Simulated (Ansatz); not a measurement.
Relaxed (001) slab cut from MoS₂ (space group P-6m2 (No. 187)); the slab's formula is MoS2, its outer planes S (top) and S (bottom):

```yaml
crystal:
  lattice:
    - [3.14150, 0.00000, 0.00000]
    - [-1.57075, 2.72062, 0.00000]
    - [0.00000, 0.00000, 35.45348]
  atoms:
    - { symbol: S, position: [0.33333, 0.66667, 0.21154] }
    - { symbol: Mo, position: [0.00000, 0.00000, 0.25549] }
    - { symbol: S, position: [0.33333, 0.66667, 0.29944] }
    - { symbol: S, position: [0.33333, 0.66667, 0.70056] }
    - { symbol: Mo, position: [0.00000, 0.00000, 0.74451] }
    - { symbol: S, position: [0.33333, 0.66667, 0.78846] }
```

Computed with DFT PBEsol, scalar-relativistic, plane waves, PAW in Ansatz. Cutoff 420 eV; k points 9×9×1 on the computed 6-atom cell (Γ-centred); Gaussian smearing, width 0.05 eV; no spin polarisation. The cell repeats along c with a dipole correction in the vacuum.

The potential is the smooth part; its values at the atoms depend on the PAW datasets.

Q: How does the plane-averaged electrostatic potential energy of an electron run along c, counted from the top of the valence band?

A: z (Å), V (eV) and a bar:
```
     2.66       5.97 ##############################
     2.95       5.97 ##############################
     3.25       5.97 ##############################
     3.55       5.97 ##############################
     3.84       5.97 ##############################
     4.14       5.97 ##############################
     4.43       5.97 ##############################
     4.73       5.96 ##############################
     5.02       5.95 ##############################
     5.32       5.92 ##############################
     5.61       5.84 ##############################
     5.91       5.63 ##############################
     6.20       5.10 #############################
     6.50       3.74 ###########################
     6.80       0.14 #######################
     7.09      -5.11 ################
     7.39      -7.59 #############
     7.68      -8.07 #############
     7.98      -7.03 ##############
     8.27      -6.82 ##############
     8.57     -12.07 ########
     8.86     -17.57 #
     9.16     -18.48
     9.45     -14.11 #####
     9.75      -8.00 #############
    10.05      -6.53 ###############
    10.34      -7.93 #############
    10.64      -7.89 #############
    10.93      -6.24 ###############
    11.23      -1.62 #####################
    11.52       2.95 ##########################
    11.82       4.80 #############################
    12.11       5.51 #############################
    12.41       5.79 ##############################
    12.70       5.90 ##############################
    13.00       5.94 ##############################
    13.30       5.96 ##############################
    13.59       5.97 ##############################
    13.89       5.97 ##############################
    14.18       5.97 ##############################
    14.48       5.97 ##############################
    14.77       5.97 ##############################
    15.07       5.97 ##############################
    15.36       5.97 ##############################
    15.66       5.97 ##############################
    15.95       5.97 ##############################
    16.25       5.97 ##############################
    16.54       5.97 ##############################
    16.84       5.97 ##############################
    17.14       5.97 ##############################
    17.43       5.97 ##############################
    17.73       5.97 ##############################
    18.02       5.97 ##############################
    18.32       5.97 ##############################
    18.61       5.97 ##############################
    18.91       5.97 ##############################
    19.20       5.97 ##############################
    19.50       5.97 ##############################
    19.79       5.97 ##############################
    20.09       5.97 ##############################
    20.39       5.97 ##############################
    20.68       5.97 ##############################
    20.98       5.97 ##############################
    21.27       5.97 ##############################
    21.57       5.97 ##############################
    21.86       5.97 ##############################
    22.16       5.96 ##############################
    22.45       5.94 ##############################
    22.75       5.90 ##############################
    23.04       5.79 ##############################
    23.34       5.51 #############################
    23.64       4.80 #############################
    23.93       2.95 ##########################
    24.23      -1.62 #####################
    24.52      -6.24 ###############
    24.82      -7.89 #############
    25.11      -7.93 #############
    25.41      -6.53 ###############
    25.70      -8.00 #############
    26.00     -14.11 #####
    26.29     -18.48
    26.59     -17.57 #
    26.89     -12.08 ########
    27.18      -6.82 ##############
    27.48      -7.03 ##############
    27.77      -8.07 #############
    28.07      -7.59 #############
    28.36      -5.11 ################
    28.66       0.14 #######################
    28.95       3.74 ###########################
    29.25       5.10 #############################
    29.54       5.63 ##############################
    29.84       5.84 ##############################
    30.14       5.92 ##############################
    30.43       5.95 ##############################
    30.73       5.96 ##############################
    31.02       5.97 ##############################
    31.32       5.97 ##############################
    31.61       5.97 ##############################
    31.91       5.97 ##############################
    32.20       5.97 ##############################
    32.50       5.97 ##############################
    32.79       5.97 ##############################
```

The vacuum level lies 5.97 eV above the top of the valence band.

The reference crystal is a form of MoS2, which isn't its usual structure.

Cost: 1 run of about 0.42 core-minutes, on AMD EPYC 7R43 (Zen 3) (shared hosts).